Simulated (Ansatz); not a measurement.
In plane-wave PAW r²SCAN (Ansatz code), ZrTa in the orthorhombic phase (Cmcm; Zr on 4c, Ta on 4c) relaxes to a = 2.953 Å, b = 11.438 Å, c = 4.893 Å. Its formation energy from the elements is 0.20 eV/atom, with no fitted shifts.

Electronic character: metallic (no gap).

The bulk modulus is 1340 kbar. Bader charges are Zr +0.91, Ta -0.91 e.

The start of the workflow was typed in or built on a structure type; neither database checked (COD, Materials Project) lists it. Whether it is the stable phase at ambient conditions was not checked. The cell was relaxed with r²SCAN under the symmetry of its start; its stability against distortions is not shown here. No spin polarisation was allowed. Its formation energy is positive at this level, so the cell may be metastable or incomplete. Axis ratios of metals converge slowly with the k-mesh, so a and c are less sure than the volume. The references are the lowest solids computed at this level, not always the standard phases. Spin–orbit coupling is left out wherever it is not named.

Potentials: the earlier of the program's two PAW sets.
